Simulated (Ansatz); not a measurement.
# CsFeCl3: which magnetic order is lowest?

```
Cs Fe Cl
1.0
     7.24600    0.00000    0.00000
    -3.62300    6.27522    0.00000
     0.00000    0.00000    6.04000
Cs Fe Cl
2 2 6
Direct
  0.33333 0.66667 0.75000
  0.66667 0.33333 0.25000
  0.00000 0.00000 0.00000
  0.00000 0.00000 0.50000
  0.15754 0.31508 0.25000
  0.84246 0.15754 0.75000
  0.68492 0.84246 0.25000
  0.84246 0.68492 0.75000
  0.15754 0.84246 0.25000
  0.31508 0.15754 0.75000
```

Computed with plane-wave PAW DFT (Ansatz 0.2.0): r2SCAN, 500 eV cutoff, 5×5×5 Γ-centred mesh, fermi-dirac occupations of width 0.050 eV. The atoms are fixed and numbered as listed; spin is collinear, without spin-orbit coupling.

The cycle has several fixed points for this cell. Moments (μB):

| state | Fe3 | Fe4 | other atoms together | size of the net moment a cell |
| --- | --- | --- | --- | --- |
| A | 3.51 | 3.61 | 0.53 | 8.00 |
| B | 0.00 | 0.00 | 0.00 | 0.00 |
| C | 3.54 | -3.54 | 0.00 | 0.00 |

Site moments are taken in small spheres that don't touch (radius about 0.4 of the atom's shortest bond), so those of the magnetic atoms read low, and they needn't add up to the net moment. State B was run without spin polarisation.

Problem. Which state has the lowest energy at zero smearing, and how far up are the others?

Solution. State A (parallel moments) is lowest; C (antiparallel, compensated) lies 6.2 meV above it, B (without moments) lies 353 meV above it, all counted an atom of the cell.

Problem. Which states have a gap on the mesh, and what pressure does each exert on this cell?

Solution. A: gap 0.47 eV, -0.3 GPa; B: gap 1.18 eV, -4.5 GPa; C: gap 1.00 eV, -0.1 GPa (positive in compression). Moments take up room: without them the pressure is lower, so that state wants a smaller cell.

Problem. Compare the parallel order A with the antiparallel order C.

Solution. Between A and C the moments keep their size (3.56 against 3.54 μB in the mean), so the difference mostly measures the exchange between the flipped sites: the parallel order gains 31 meV for each Fe atom. The nearest flipped pair stands 3.02 Å apart. Flipped pairs are linked through Cl; the widest Fe–Cl–Fe angle among the nearer links is 75°, at 3.02 Å between the metal atoms.

Problem. What does magnetism gain here?

Solution. 353 meV an atom of the cell, or 1763 meV for each Fe atom, against state B, which has none. A run without spin would miss this and give wrong energies and forces. That state isn't the paramagnet, which keeps its moments, so this is no ordering energy.

The cell is that of a Crystallography Open Database entry, unchanged.

Caveats: only orders that fit this cell and collinear spins were tried, so the true order may need a larger cell or canted moments; atoms and cell are not relaxed, and each state would relax in its own way; semilocal functionals without U often misplace the states of 3d oxides, halides and chalcogenides; one start a pattern, so a lower state of the same pattern may exist.
